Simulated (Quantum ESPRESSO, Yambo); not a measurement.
For AlP (zinc blende, space group F-43m, No. 216), Yambo gives the independent-particle static dielectric constant along x as 9.02 on PBEsol bands and 7.65 after a scissor of 1.00 eV widens every gap (16×16×16 mesh, 26 bands, 4 Ry local-field block, 0.2 eV broadening).

Problem. A scissor keeps the position matrix elements. In a one-oscillator model, how does ε − 1 scale, and what mean transition energy do the two values imply?

Solution. Each transition adds |r|²/E to ε − 1, so ε − 1 ∝ 1/(E0 + Δ). Then (7.65 − 1)/(9.02 − 1) = E0/(E0 + Δ) = 0.829, and E0 = Δ(ε' − 1)/(ε − ε') = 4.9 eV. The computed Im ε, weighted by 1/E up to 20 eV, has its mean at 5.0 eV; the smallest direct PBEsol gap is 3.13 eV. The scissor comes from a G0W0 run whose convergence isn't established. Convergence of the RPA response with its 16×16×16 mesh was not tested.

Bands from Quantum ESPRESSO.

Geometry relaxed with PBEsol; primitive cell a = b = c = 3.868 Å, α = β = γ = 60.00°.
